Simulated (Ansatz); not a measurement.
Name crystals whose computed values (the program Ansatz at the PBEsol level (PAW)) fall in these windows: highest Γ mode, no LO–TO term (cm⁻¹) 260 to 320; Θ_D (K) 430 to 570.



```csv
crystal,"highest Γ mode, no LO–TO term (cm⁻¹)",Θ_D (K)
"InRu3N, anti-perovskite",286,478
"AlNi, CsCl type",302,529
"TiAl, L1₀ or tetragonal B2",312,558
"AlRh, CsCl type",289,502
```
Others may fit too.

Typed or built starts, not in the databases checked: InRu3N, anti-perovskite. Standing as an ambient phase not checked: AlRh, CsCl type. Began spin-polarised and lost the moments: InRu3N, anti-perovskite. All cells were relaxed under the symmetry of their starts (and spin orders); stability against distortions was not tested throughout. Named crystals with no word on spin ran without spin polarisation. Scalar-relativistic: spin–orbit coupling is off unless named, which matters more the heavier the elements.

Potentials: the earlier of the program's two PAW sets. The files were generated under PBE; for other functionals the program regenerates the frozen cores, and for LDA and PBEsol the local potential too.
